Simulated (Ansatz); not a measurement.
LiNbO3 in space group R3c (No. 161; Li on 6a, Nb on 6a, O on 18b), the program Ansatz at the r²SCAN level (PAW), all energies at zero smearing, with the estimated change up to a 700 eV cutoff added, with one set of potentials and settings (totals compare only within such a set). Cell of 10 atoms (2 Li, 2 Nb, 6 O): -12961.483 eV.

```tsv
element	reference phase	E (eV/atom)
Li	Fm-3m, 1 atoms in the cell	-205.1371
Nb	Im-3m, 1 atoms in the cell	-4563.6587
O	C2/m, 4 atoms in the cell, spin-polarised	-566.0346
```

Formation energy per atom, worked out: (-12961.483 − 2×(-205.1371) − 2×(-4563.6587) − 6×(-566.0346))/10 = -2.768 eV/atom (-267 kJ per mol of atoms), at 0 K, without zero-point energy or fitted corrections.

The cell was relaxed with r²SCAN under the symmetry of its start. The run is not spin-polarised. The references are the lowest solids computed at this level, not always the standard phases (solids in place of the gases).

Potentials: the earlier of the program's two PAW sets. The files were generated under PBE; for other functionals the program regenerates the frozen cores, and for LDA and PBEsol the local potential too.
